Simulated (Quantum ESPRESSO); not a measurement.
Ag2Pt3W2Li, one run as intended and one with a planted mistake

Computed values, not a measurement. The program is pw.x of Quantum ESPRESSO 7.5 (plane-wave density functional theory). The cell is made up: eight metal atoms on a hexagonal close-packed lattice, with elements, volume, strain and displacements drawn at random and not relaxed, so it may be unstable or far from any real phase. PseudoDojo standard norm-conserving files set the functional (PBE unless stated); there is no spin polarisation or spin-orbit coupling, the Fermi-Dirac width of 0.25 eV means electrons at about 2900 K, and the masses in the input are unused placeholders. Heavy elements are run without spin-orbit coupling, which real alloys of them have. A spin test at this wide smearing found no moment, but such smearing suppresses magnetism that the real alloy may have.

Intended input:

```
&control calculation='scf', pseudo_dir='./dojo.nc.sr.pbe.v0_5.standard.upf', outdir='./o', disk_io='minimal', tprnfor=.true., tstress=.true. /
&system ibrav=0, nat=8, ntyp=4, nbnd=76, ecutwfc=84.00895049, nosym=.true., tot_charge=0,
 occupations='smearing', smearing='fd', degauss=0.0183746611
/
&electrons conv_thr=1.470e-08, electron_maxstep=70, mixing_beta=0.5 /
ATOMIC_SPECIES
Ag 1.0 Ag.upf
Li 1.0 Li.upf
Pt 1.0 Pt.upf
W 1.0 W.upf
CELL_PARAMETERS angstrom
0.0 0.0 -4.7421
0.0 5.0184 0.0
5.7947 0.0 0.0
ATOMIC_POSITIONS angstrom
Ag -0.0726 0.0135 -0.0119
Pt 2.8349 0.0605 -0.0944
Pt 1.5011 2.4969 -0.1871
W 4.1917 2.4099 -0.011
Pt 0.123 1.5916 -2.3947
Li 2.8188 1.5828 -2.3666
Ag 1.5472 4.2141 -2.3315
W 4.3411 4.0943 -2.468
K_POINTS automatic
5 5 4 1 1 1
```

The log is shortened where brackets say so; the opening notice, blank lines, dates and the lines on written files are dropped, and the path of the files is cut. It prints rydbergs, bohrs and kilobars, and counts compression as positive stress. Its total energy is the free energy E - TS of the whole cell.

Log of the intended run:

```
     Program PWSCF v.7.5
     Parallel version (MPI & OpenMP), running on       4 processor cores
     Number of MPI processes:                 4
     Threads/MPI process:                     1
     [start-up lines left out]
     bravais-lattice index     =            0
     lattice parameter (alat)  =       8.9613  a.u.
     unit-cell volume          =     930.6011 (a.u.)^3
     number of atoms/cell      =            8
     number of atomic types    =            4
     number of electrons       =       123.00
     number of Kohn-Sham states=           76
     kinetic-energy cutoff     =      84.0090  Ry
     charge density cutoff     =     336.0358  Ry
     scf convergence threshold =      1.5E-08
     mixing beta               =       0.5000
     number of iterations used =            8  plain     mixing
     Exchange-correlation= PBE
                           (   1   4   3   4   0   0   0)
     [axes and pseudopotential details left out]
   Cartesian axes
     site n.     atom                  positions (alat units)
         1        Ag     tau(   1) = (  -0.0153097   0.0028468  -0.0025094  )
         2        Pt     tau(   2) = (   0.5978153   0.0127581  -0.0199068  )
         3        Pt     tau(   3) = (   0.3165475   0.5265389  -0.0394551  )
         4        W      tau(   4) = (   0.8839333   0.5081926  -0.0023196  )
         5        Pt     tau(   5) = (   0.0259379   0.3356319  -0.5049872  )
         6        Li     tau(   6) = (   0.5944202   0.3337762  -0.4990616  )
         7        Ag     tau(   7) = (   0.3262690   0.8886569  -0.4916598  )
         8        W      tau(   8) = (   0.9154383   0.8633939  -0.5204445  )
     number of k points=    50  Fermi-Dirac smearing, width (Ry)=  0.0184
                       cart. coord. in units 2pi/alat
        k(    1) = (   0.1022939   0.0944943  -0.1000000), wk =   0.0400000
        k(    2) = (   0.3068817   0.0944943  -0.1000000), wk =   0.0400000
     [further k points left out]
     Dense  grid:    96809 G-vectors     FFT dimensions: (  54,  60,  64)
     Estimated max dynamical RAM per process >     369.02 MB
     Estimated total dynamical RAM >       1.37 GB
     Initial potential from superposition of free atoms
     starting charge     122.9930, renormalised to     123.0000
     Starting wfcs are   72 randomized atomic wfcs +    4 random wfcs
     total cpu time spent up to now is        7.5 secs
     per-process dynamical memory:   289.6 Mb
     Self-consistent Calculation
     iteration #  1     ecut=    84.01 Ry     beta= 0.50
     Davidson diagonalization with overlap
     ethr =  1.00E-02,  avg # of iterations =  3.0
     total cpu time spent up to now is       27.1 secs
     total energy              =   -1720.40485616 Ry
     estimated scf accuracy    <       1.88593959 Ry
     iteration #  2     ecut=    84.01 Ry     beta= 0.50
     Davidson diagonalization with overlap
     ethr =  1.53E-03,  avg # of iterations =  2.8
     total cpu time spent up to now is       46.5 secs
     total energy              =   -1720.26444078 Ry
     estimated scf accuracy    <       9.64374204 Ry
     [iterations 3 to 14 left out]
     iteration # 15     ecut=    84.01 Ry     beta= 0.50
     Davidson diagonalization with overlap
     ethr =  7.78E-11,  avg # of iterations =  2.0
     total cpu time spent up to now is      265.4 secs
     total energy              =   -1721.34308652 Ry
     estimated scf accuracy    <       0.00000026 Ry
     iteration # 16     ecut=    84.01 Ry     beta= 0.50
     Davidson diagonalization with overlap
     ethr =  7.78E-11,  avg # of iterations =  1.8
     total cpu time spent up to now is      280.1 secs
     End of self-consistent calculation
     [lines on levels left out]
!    total energy              =   -1721.34308653 Ry
     estimated scf accuracy    <       0.00000001 Ry
     smearing contrib. (-TS)   =      -0.09906640 Ry
     internal energy E=F+TS    =   -1721.24402013 Ry
     The total energy is F=E-TS. E is the sum of the following terms:
     one-electron contribution =    -613.22200884 Ry
     hartree contribution      =     363.62213214 Ry
     xc contribution           =    -304.22244569 Ry
     ewald contribution        =   -1167.42169775 Ry
     convergence has been achieved in  16 iterations
     Forces acting on atoms (cartesian axes, Ry/au):
     atom    1 type  1   force =     0.00684369   -0.01406207   -0.00552865
     atom    2 type  3   force =     0.06163691   -0.01506038    0.02627595
     atom    3 type  3   force =     0.00652558   -0.00622195    0.03320430
     atom    4 type  4   force =    -0.00243492    0.05341393    0.00107700
     atom    5 type  3   force =    -0.07787033    0.02794932   -0.01258796
     atom    6 type  2   force =    -0.00458887    0.00533540   -0.00961392
     atom    7 type  1   force =    -0.01268438   -0.01784853   -0.03738951
     atom    8 type  4   force =     0.02257232   -0.03350570    0.00456279
     Total force =     0.140397     Total SCF correction =     0.000389
     Computing stress (Cartesian axis) and pressure
          total   stress  (Ry/bohr**3)                   (kbar)     P=     -125.58
  -0.00075314   0.00002666   0.00001393         -110.79        3.92        2.05
   0.00002666  -0.00086480  -0.00003373            3.92     -127.22       -4.96
   0.00001393  -0.00003373  -0.00094311            2.05       -4.96     -138.74
     init_run     :      6.89s CPU      7.36s WALL (       1 calls)
     electrons    :    263.21s CPU    272.55s WALL (       1 calls)
     forces       :      3.22s CPU      3.26s WALL (       1 calls)
     stress       :     10.68s CPU     11.00s WALL (       1 calls)
     [timing details left out]
     PWSCF        :   4m44.18s CPU   4m54.45s WALL
     JOB DONE.
```

A second run has one planted mistake: one atom is of a wrong element. The input lines that differ:

```
- &system ibrav=0, nat=8, ntyp=4, nbnd=76, ecutwfc=84.00895049, nosym=.true., tot_charge=0,
+ &system ibrav=0, nat=8, ntyp=5, nbnd=75, ecutwfc=84.00895049, nosym=.true., tot_charge=0,
+ Ga 1.0 Ga.upf
- W 4.3411 4.0943 -2.468
+ Ga 4.3411 4.0943 -2.468
```

Its log:

```
     Program PWSCF v.7.5
     Parallel version (MPI & OpenMP), running on       4 processor cores
     Number of MPI processes:                 4
     Threads/MPI process:                     1
     [start-up lines left out]
     bravais-lattice index     =            0
     lattice parameter (alat)  =       8.9613  a.u.
     unit-cell volume          =     930.6011 (a.u.)^3
     number of atoms/cell      =            8
     number of atomic types    =            5
     number of electrons       =       122.00
     number of Kohn-Sham states=           75
     kinetic-energy cutoff     =      84.0090  Ry
     charge density cutoff     =     336.0358  Ry
     scf convergence threshold =      1.5E-08
     mixing beta               =       0.5000
     number of iterations used =            8  plain     mixing
     Exchange-correlation= PBE
                           (   1   4   3   4   0   0   0)
     [axes and pseudopotential details left out]
   Cartesian axes
     site n.     atom                  positions (alat units)
         1        Ag     tau(   1) = (  -0.0153097   0.0028468  -0.0025094  )
         2        Pt     tau(   2) = (   0.5978153   0.0127581  -0.0199068  )
         3        Pt     tau(   3) = (   0.3165475   0.5265389  -0.0394551  )
         4        W      tau(   4) = (   0.8839333   0.5081926  -0.0023196  )
         5        Pt     tau(   5) = (   0.0259379   0.3356319  -0.5049872  )
         6        Li     tau(   6) = (   0.5944202   0.3337762  -0.4990616  )
         7        Ag     tau(   7) = (   0.3262690   0.8886569  -0.4916598  )
         8        Ga     tau(   8) = (   0.9154383   0.8633939  -0.5204445  )
     number of k points=    50  Fermi-Dirac smearing, width (Ry)=  0.0184
                       cart. coord. in units 2pi/alat
        k(    1) = (   0.1022939   0.0944943  -0.1000000), wk =   0.0400000
        k(    2) = (   0.3068817   0.0944943  -0.1000000), wk =   0.0400000
     [further k points left out]
     Dense  grid:    96809 G-vectors     FFT dimensions: (  54,  60,  64)
     Estimated max dynamical RAM per process >     369.55 MB
     Estimated total dynamical RAM >       1.37 GB
     Initial potential from superposition of free atoms
     starting charge     121.9909, renormalised to     122.0000
     Starting wfcs are   71 randomized atomic wfcs +    4 random wfcs
     total cpu time spent up to now is        7.6 secs
     per-process dynamical memory:   286.4 Mb
     Self-consistent Calculation
     iteration #  1     ecut=    84.01 Ry     beta= 0.50
     Davidson diagonalization with overlap
     ethr =  1.00E-02,  avg # of iterations =  3.0
     total cpu time spent up to now is       27.2 secs
     total energy              =   -1722.11648961 Ry
     estimated scf accuracy    <       1.24264848 Ry
     iteration #  2     ecut=    84.01 Ry     beta= 0.50
     Davidson diagonalization with overlap
     ethr =  1.02E-03,  avg # of iterations =  3.0
     total cpu time spent up to now is       48.8 secs
     total energy              =   -1722.08438734 Ry
     estimated scf accuracy    <       5.27571616 Ry
     [iterations 3 to 12 left out]
     iteration # 13     ecut=    84.01 Ry     beta= 0.50
     Davidson diagonalization with overlap
     ethr =  1.69E-10,  avg # of iterations =  2.0
     total cpu time spent up to now is      246.8 secs
     total energy              =   -1722.69704100 Ry
     estimated scf accuracy    <       0.00000002 Ry
     iteration # 14     ecut=    84.01 Ry     beta= 0.50
     Davidson diagonalization with overlap
     ethr =  1.66E-11,  avg # of iterations =  2.0
     total cpu time spent up to now is      265.5 secs
     End of self-consistent calculation
     [lines on levels left out]
!    total energy              =   -1722.69704100 Ry
     estimated scf accuracy    <          5.2E-09 Ry
     smearing contrib. (-TS)   =      -0.08059323 Ry
     internal energy E=F+TS    =   -1722.61644777 Ry
     The total energy is F=E-TS. E is the sum of the following terms:
     one-electron contribution =    -645.20458326 Ry
     hartree contribution      =     385.37548544 Ry
     xc contribution           =    -313.20170011 Ry
     ewald contribution        =   -1149.58564984 Ry
     convergence has been achieved in  14 iterations
     Forces acting on atoms (cartesian axes, Ry/au):
     atom    1 type  1   force =     0.00546531   -0.01014912   -0.00146535
     atom    2 type  4   force =     0.05737885   -0.01102736    0.02133403
     atom    3 type  4   force =     0.00451897   -0.00555367    0.03988873
     atom    4 type  5   force =     0.00659401    0.01437186   -0.00704338
     atom    5 type  4   force =    -0.07072743    0.03867178   -0.01200588
     atom    6 type  3   force =    -0.00239045    0.00045398   -0.00901303
     atom    7 type  1   force =    -0.00833857   -0.01548916   -0.03743323
     atom    8 type  2   force =     0.00749933   -0.01127831    0.00573812
     Total force =     0.120840     Total SCF correction =     0.000278
     Computing stress (Cartesian axis) and pressure
          total   stress  (Ry/bohr**3)                   (kbar)     P=     -100.93
  -0.00083848   0.00005161   0.00005028         -123.34        7.59        7.40
   0.00005161  -0.00067286  -0.00001590            7.59      -98.98       -2.34
   0.00005028  -0.00001590  -0.00054694            7.40       -2.34      -80.46
     init_run     :      6.80s CPU      7.25s WALL (       1 calls)
     electrons    :    250.09s CPU    257.95s WALL (       1 calls)
     forces       :      3.89s CPU      3.93s WALL (       1 calls)
     stress       :     14.34s CPU     14.71s WALL (       1 calls)
     [timing details left out]
     PWSCF        :   4m35.47s CPU   4m44.29s WALL
     JOB DONE.
```

|  | intended run | run with the mistake |
| --- | --- | --- |
| free energy (eV) | -23420.066 | -23438.487 |
| entropy term -TS, part of it (eV) | -1.348 | -1.097 |
| pressure (GPa) | -12.56 | -10.09 |
| size of the largest force component (eV/Å) | 2.002 | 1.818 |
| largest change of a force component (eV/Å) |  | 1.004 |
| iterations | 16 | 14 |

For scale, a rerun of the intended cell at a higher cutoff and on a denser mesh moved values by no more than 0.003 eV in energy, 0.05 GPa in stress and 0.007 eV/Å in force, and a second program with other atomic files agreed on that cell to 2 % rms in force and 0.5 GPa in pressure. Files of another functional or element have another zero of energy, so the energy change says nothing on stability. The number of bands, nbnd, was set by rule from the electron count, so it follows the mistake.